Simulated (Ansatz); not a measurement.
input.yaml for Sr3Sc (Ansatz 0.2.0)

```yaml
crystal:
  lattice:
    - [-2.781317, 2.781317, 5.78673]
    - [2.781317, -2.781317, 5.78673]
    - [2.781317, 2.781317, -5.78673]
  atoms:
    - { symbol: Sr, position: [0.75, 0.25, 0.5] }
    - { symbol: Sr, position: [0.25, 0.75, 0.5] }
    - { symbol: Sr, position: [0.5, 0.5, 0.0] }
    - { symbol: Sc, position: [0.0, 0.0, 0.0], spin: 0.6 }
basis:
  ecutwfc: 190
kpoints:
  mp_grid: { grid: [4, 4, 4] }
hamiltonian:
  xc: pbe
scf:
  occupations: { method: methfessel_paxton, width: "0.01 Ry" }
  lower_state_search: "off"
output:
  forces: true
  stress: true
  eigenvalues: true
  populations: true
magnetization:
  spin_polarized: true
```

Command:

```bash
ansatz run input.yaml --threads 1 --pin off --max-ram 1331MiB --backend cpu --events-out ev --progress --plain --runs-dir out
```

Output, shortened (HF is the Harris–Foulkes energy, dr2 the density residual in eV):

```text
Warning: basis.ecutwfc = 190 eV is below the records' recommended 420 eV, and the density's cutoff is lower with it unless basis.ecutrho_ratio is high enough to keep the records' density cutoff: compare with a run at a higher cutoff
Pseudopotential: Sr, paw, valence charge 10, recommended cutoff 420 eV (normal)
Pseudopotential: Sc, paw, valence charge 11, recommended cutoff 420 eV (normal)
Crystal: 4 atoms, lattice volume = 179.058 Å³
Basis set: ecut = 190 eV, 1049 PW (Γ), exchange–correlation on 64×64×64 points (8 copies of the dense FFT grid, shifted against one another)
Bands: 25, of which v1, the nominal top of the filled ones, is band 21 counted from 1 (20 counted from 0)
Symmetry: 16 space group operations
Space group: I4/mmm (ITA 139), of the structure as read, at distance tolerance 5.6e-5 Å
k-points: 13 of 64
Initial density: superposition of atomic densities
Starting moments: Σ|m| = 0.6 μB on 1 of 4 sites
SCF iter   1: HF=-12762.666679 eV  Δρ=2.58e-2 (↑2.58e-2 ↓1.17e-2) dr2=2.53e0  dr2_m=1.46e-1  M=0.361 μB ∫|m|=0.361 μB
spin=Collinear: Kerker preconditioning applied to the charge; magnetization (m = ρ↑ − ρ↓) channel mixes plain (no charge-response kernel on spin).
SCF iter   2: HF=-12762.247393 eV  S|Δr|=    0.00e0  Δρ=1.22e-2 (↑1.22e-2 ↓7.60e-3) dr2=3.84e-1  dr2_m=3.28e-2  M=0.690 μB ∫|m|=0.690 μB
SCF iter   3: HF=-12762.220912 eV  S|Δr|=    0.00e0  Δρ=5.61e-3 (↑5.61e-3 ↓5.09e-3) dr2=2.90e-1  dr2_m=5.89e-3  M=0.925 μB ∫|m|=0.926 μB
SCF iter   4: HF=-12762.761481 eV  S|Δr|=    0.00e0  Δρ=1.99e-2 (↑1.99e-2 ↓9.11e-3) dr2=3.46e0  dr2_m=5.12e-2  M=0.582 μB ∫|m|=0.583 μB
   ...
SCF iter  19: F=-12762.230234 eV  HF=-12762.230234 eV  S|Δr|=    0.00e0  Δρ=1.92e-6 (↑1.92e-6 ↓1.28e-6) dr2=7.34e-9  dr2_m=3.61e-9  M=1.151 μB ∫|m|=1.152 μB
SCF iter  20: F=-12762.230234 eV  HF=-12762.230234 eV  S|Δr|=    0.00e0  Δρ=5.36e-7 (↑5.19e-7 ↓5.36e-7) dr2=3.60e-10  dr2_m=4.26e-10  M=1.151 μB ∫|m|=1.153 μB
SCF iter  21: F=-12762.230234 eV  HF=-12762.230234 eV  S|Δr|=    0.00e0  Δρ=1.55e-7 (↑1.32e-7 ↓1.55e-7) dr2=5.31e-11  dr2_m=2.74e-11  M=1.151 μB ∫|m|=1.153 μB
SCF 1 converged in 21 iterations: F = -12762.230234 eV  dr2 = 5.31e-11
this state was not tested for a lower state beside it, because cold or Methfessel-Paxton smearing, or corrected tetrahedra, fill the levels in a way that the test cannot read (fill_not_monotonic; see scf.lower_state_search)
SCF converged after 21 iterations
Magnetization: 1.1511 μB (21.0756 up, 19.9244 down)
Absolute magnetization: 1.1528 μB (∫|ρ↑−ρ↓|, with the PAW one-centre terms)
Per-site moments (μB) at R_I (Å): [(0.0736, 1.6225), (0.0736, 1.6225), (0.0549, 1.6225), (0.5748, 1.6225)]
Free energy (F): -12762.230234 eV
E sigma→0 (E₀):  -12762.228865 eV
Entropy (-TS):   -0.005476 eV (-1.369 meV/atom)
Fermi energy:    6.000368 eV
--- Forces (eV/Å), atoms counted from 1 ---
  atom   1  Sr     0.00000000     0.00000000    -0.00000000
  atom   2  Sr    -0.00000000    -0.00000000     0.00000000
  atom   3  Sr     0.00000000     0.00000000     0.00000000
  atom   4  Sc    -0.00000000     0.00000000     0.00000000
--- Stress (GPa, compression-positive) ---
        0.118976      -0.000000       0.000000
       -0.000000       0.118976       0.000000
        0.000000       0.000000      -0.104202
  P = ⅓ Tr σ = 0.0446 GPa (0.446 kbar)
```

These settings were drawn at random to show what each does; none of the numbers is a converged property of the crystal.